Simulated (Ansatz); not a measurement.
This run works on a generated trial structure, not on a known crystal.

Input and command of a plane-wave DFT calculation in Ansatz:

```yaml
crystal:
  lattice:
    - [2.6532478, 0.0, 0.0]
    - [-1.3266239, 2.29778, 0.0]
    - [0.0, 0.0, 8.45065951]
  atoms:
    - { symbol: Mn, position: [0.33333333, 0.66666667, 0.0], spin: 4.0 }
    - { symbol: Mn, position: [0.66666667, 0.33333333, 0.25], spin: 4.0 }
    - { symbol: Mn, position: [0.66666667, 0.33333333, 0.75], spin: 4.0 }
    - { symbol: Cu, position: [0.33333333, 0.66666667, 0.5] }
basis:
  ecutwfc: 420
kpoints:
  mp_grid: { grid: [6, 6, 2] }
hamiltonian:
  xc: pbe
scf:
  occupations: { method: gaussian, width: 0.1 }
  lower_state_search: "off"
output:
  forces: true
  stress: true
  eigenvalues: true
  populations: true
magnetization:
  spin_polarized: true
relax:
  adjacent_minimum: "off"
  f_tol: 0.04
  max_steps: 70
  cell: { stress_tol: 0.4 }
```

```bash
ansatz run input.yaml --threads 1 --pin off --max-ram 2560MiB --backend cpu --events-out ev --progress --plain --runs-dir out
```

Processor: Intel(R) Xeon(R) Processor @ 2.70GHz, 1 thread, on a host shared with other jobs.

How long does it run, and how much memory does it take?

About 2.2 min, peak memory 0.51 GiB. It solves 46 bands at 14 k points (after reduction by symmetry) with about 873 plane waves (on the last cell), in 150 SCF iterations over 6 ionic steps.
